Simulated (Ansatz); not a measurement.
Given:

ScOF:
```cif
data_F2O2Sc2
_chemical_formula_sum 'Sc2 O2 F2'
_space_group_name_H-M_alt 'P4/nmm :1'
_space_group_IT_number 129
_space_group_name_Hall 'P 4ab 2ab -1ab'
_cell_length_a 3.57757
_cell_length_b 3.57757
_cell_length_c 5.09461
_cell_angle_alpha 90.000
_cell_angle_beta 90.000
_cell_angle_gamma 90.000
loop_
_space_group_symop_operation_xyz
  'x, y, z'
  '-y+1/2, x+1/2, z'
  '-x, -y, z'
  'y+1/2, -x+1/2, z'
  'x+1/2, -y+1/2, -z'
  '-y, -x, -z'
  '-x+1/2, y+1/2, -z'
  'y, x, -z'
  '-x+1/2, -y+1/2, -z'
  'y, -x, -z'
  'x+1/2, y+1/2, -z'
  '-y, x, -z'
  '-x, y, z'
  'y+1/2, x+1/2, z'
  'x, -y, z'
  '-y+1/2, -x+1/2, z'
loop_
_atom_site_label
_atom_site_type_symbol
_atom_site_symmetry_multiplicity
_atom_site_Wyckoff_symbol
_atom_site_fract_x
_atom_site_fract_y
_atom_site_fract_z
_atom_site_occupancy
Sc1 Sc 2 c 0.00000 0.50000 0.29277 1
O1 O 2 b 0.50000 0.50000 0.50000 1
F1 F 2 a 0.00000 0.00000 0.00000 1
```

This is the PBEsol-relaxed structure.

Question: All from PBEsol (plane waves, PAW; program Ansatz), unless another level is named. Predict the electronic dielectric constant ε∞ (DFPT).

Answer: 4.24 (xx = yy), 3.42 (zz).

Question: Next, the static dielectric constant ε0 (ions relaxed, cell fixed)?

Answer: 101 (xx = yy), 11.4 (zz).

Question: Next, the Born charges (a third of the trace)?

Answer: Sc +3.76, O -2.36, F -1.40 e.

The workflow started from a Materials Project entry (that database holds measured and hypothetical structures alike); the Crystallography Open Database copy checked does not list it. Whether it is the stable phase at ambient conditions was not checked. The PBEsol relaxation kept the symmetry of its start. At this level the phase is dynamically unstable (imaginary phonons). The run is not spin-polarised.

Potentials: the later of the program's two PAW sets.
